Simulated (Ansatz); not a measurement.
SnBi₃ (Fm-3m), one atom moved along a line

Level of theory: DFT PBEsol, scalar-relativistic, plane waves, PAW in Ansatz. Cutoff 420 eV, Γ-centred 12×12×12 k-points, Gaussian smearing of 0.15 eV. Spin–orbit coupling is left out, which can shift energies with elements as heavy as these. No spin polarisation. Energies are free energies at this smearing, counted from the undisturbed cell; pressure is positive in compression.

Zero of the scan (relaxed at this level; with this scan's settings it stands at 0.1 GPa; it needn't be the usual structure):

```
CELL_PARAMETERS angstrom
0.00000 3.87945 3.87945
3.87945 0.00000 3.87945
3.87945 3.87945 0.00000
ATOMIC_POSITIONS crystal
Sn 0.00000 0.00000 0.00000
Bi 0.25000 0.25000 0.25000
Bi 0.75000 0.75000 0.75000
Bi 0.50000 0.50000 0.50000
```

Atom 2 (Bi) is moved by x along the Cartesian unit vector (0.577, 0.577, 0.577); the cell and all other atoms stay fixed. The cell is metallic on the mesh throughout.

```csv
x (Å),ΔE (meV/cell),force along x on the moved atoms (eV/Å),pressure (GPa)
-0.6000,?,2.33,?
-0.3000,103.8,0.78,0.9
0.0000,0.0,0.00,0.1
0.1500,22.9,-0.32,0.2
0.4500,278.0,-1.57,2.1
```

Problem. Give the withheld values.

Solution. ΔE (meV/cell) at x (Å) = -0.6000: 542.3; pressure (GPa) at x (Å) = -0.6000: 3.6.

Cost: 5 runs of about 8.1 core-minutes in all, on Intel Xeon Processor @ 2.50GHz (Skylake/Cascade Lake) (shared hosts).